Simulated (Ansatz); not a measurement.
Hf$_{3}$Si$_{2}$:
```cif
data_Hf6Si4
_chemical_formula_sum 'Hf6 Si4'
_space_group_name_H-M_alt 'P4/mbm'
_space_group_IT_number 127
_space_group_name_Hall '-P 4 2ab'
_cell_length_a 6.99493
_cell_length_b 6.99493
_cell_length_c 3.66829
_cell_angle_alpha 90.000
_cell_angle_beta 90.000
_cell_angle_gamma 90.000
loop_
_atom_site_label
_atom_site_type_symbol
_atom_site_symmetry_multiplicity
_atom_site_Wyckoff_symbol
_atom_site_fract_x
_atom_site_fract_y
_atom_site_fract_z
_atom_site_occupancy
Hf1 Hf 4 h 0.32690 0.17310 0.50000 1
Hf2 Hf 2 a 0.00000 0.00000 0.00000 1
Si1 Si 4 g 0.12370 0.37630 0.00000 1
```

Relaxed with r²SCAN.

Problem. Which orbitals make up the states near the Fermi level in DFT-r²SCAN in the program Ansatz with PAW potentials?

Solution. Within 0.5 eV of the Fermi level: Hf 5d 83 %, Si 3p 8 %, outside the projected shells 5 %. Projections are on Löwdin-orthogonalised atomic valence shells; empty p or d shells of many metals are not among them.

Problem. Tabulate the density of states.

Solution. States/eV per cell of 10 atoms, in 0.25 eV bins, energy from the Fermi level.

| E (eV) | total | Hf 5d | Si 3p | Hf 6s |
|---|---|---|---|---|
| -7.85 | 2.57 | 0.53 | 0.37 | 0.41 |
| -7.60 | 4.79 | 1.21 | 0.58 | 0.51 |
| -7.35 | 3.69 | 1.15 | 0.44 | 0.30 |
| -7.10 | 2.14 | 0.69 | 0.25 | 0.13 |
| -6.85 | 0.77 | 0.24 | 0.09 | 0.03 |
| -6.60 | 0.11 | 0.03 | 0.01 | 0.00 |
| -6.35 | 0.01 | 0.00 | 0.00 | 0.00 |
| -6.10 | 0.32 | 0.06 | 0.16 | 0.07 |
| -5.85 | 1.69 | 0.41 | 0.82 | 0.34 |
| -5.60 | 2.31 | 0.60 | 1.11 | 0.42 |
| -5.35 | 2.98 | 0.83 | 1.41 | 0.49 |
| -5.10 | 4.16 | 1.20 | 1.98 | 0.65 |
| -4.85 | 2.99 | 0.91 | 1.41 | 0.44 |
| -4.60 | 1.66 | 0.56 | 0.75 | 0.25 |
| -4.35 | 3.09 | 0.99 | 1.39 | 0.45 |
| -4.10 | 4.53 | 1.43 | 2.21 | 0.48 |
| -3.85 | 4.34 | 1.41 | 2.13 | 0.41 |
| -3.60 | 4.04 | 1.45 | 1.92 | 0.38 |
| -3.35 | 5.63 | 2.05 | 2.76 | 0.49 |
| -3.10 | 6.37 | 2.43 | 3.20 | 0.40 |
| -2.85 | 6.49 | 2.58 | 3.41 | 0.21 |
| -2.60 | 7.03 | 2.87 | 3.61 | 0.22 |
| -2.35 | 7.05 | 3.53 | 2.99 | 0.22 |
| -2.10 | 7.73 | 4.07 | 3.16 | 0.19 |
| -1.85 | 5.52 | 3.29 | 1.87 | 0.16 |
| -1.60 | 5.77 | 3.81 | 1.42 | 0.32 |
| -1.35 | 8.35 | 6.11 | 1.24 | 0.61 |
| -1.10 | 8.51 | 6.49 | 1.34 | 0.30 |
| -0.85 | 6.34 | 4.95 | 0.94 | 0.16 |
| -0.60 | 5.80 | 4.81 | 0.62 | 0.09 |
| -0.35 | 8.45 | 6.88 | 0.70 | 0.30 |
| -0.10 | 7.42 | 5.97 | 0.66 | 0.23 |
| 0.15 | 4.97 | 4.24 | 0.32 | 0.10 |
| 0.40 | 3.83 | 3.29 | 0.29 | 0.05 |
| 0.65 | 2.95 | 2.45 | 0.29 | 0.04 |
| 0.90 | 2.29 | 1.88 | 0.23 | 0.03 |
| 1.15 | 1.77 | 1.49 | 0.15 | 0.02 |
| 1.40 | 3.82 | 3.11 | 0.36 | 0.09 |
| 1.65 | 5.86 | 4.70 | 0.56 | 0.17 |
| 1.90 | 5.72 | 4.57 | 0.50 | 0.18 |
| 2.15 | 6.85 | 5.35 | 0.54 | 0.26 |
| 2.40 | 6.19 | 4.71 | 0.50 | 0.30 |
| 2.65 | 5.92 | 4.50 | 0.44 | 0.36 |
| 2.90 | 5.75 | 4.23 | 0.51 | 0.34 |
| 3.15 | 6.00 | 4.39 | 0.56 | 0.34 |
| 3.40 | 7.47 | 5.42 | 0.71 | 0.49 |
| 3.65 | 8.74 | 6.59 | 0.75 | 0.55 |
| 3.90 | 10.43 | 7.88 | 0.87 | 0.64 |
| 4.15 | 10.48 | 7.98 | 0.78 | 0.64 |
| 4.40 | 9.96 | 7.51 | 0.75 | 0.69 |
| 4.65 | 10.45 | 7.60 | 0.94 | 0.67 |

The workflow started from a Materials Project entry (that database holds measured and hypothetical structures alike); the Crystallography Open Database copy checked does not list it. Whether it is the stable phase at ambient conditions was not checked. The cell was relaxed with r²SCAN under the symmetry of its start; its stability against distortions is not shown here. No spin polarisation was allowed. Scalar-relativistic: spin–orbit coupling is off unless named, which matters more the heavier the elements.

Potentials: the earlier of the program's two PAW sets.
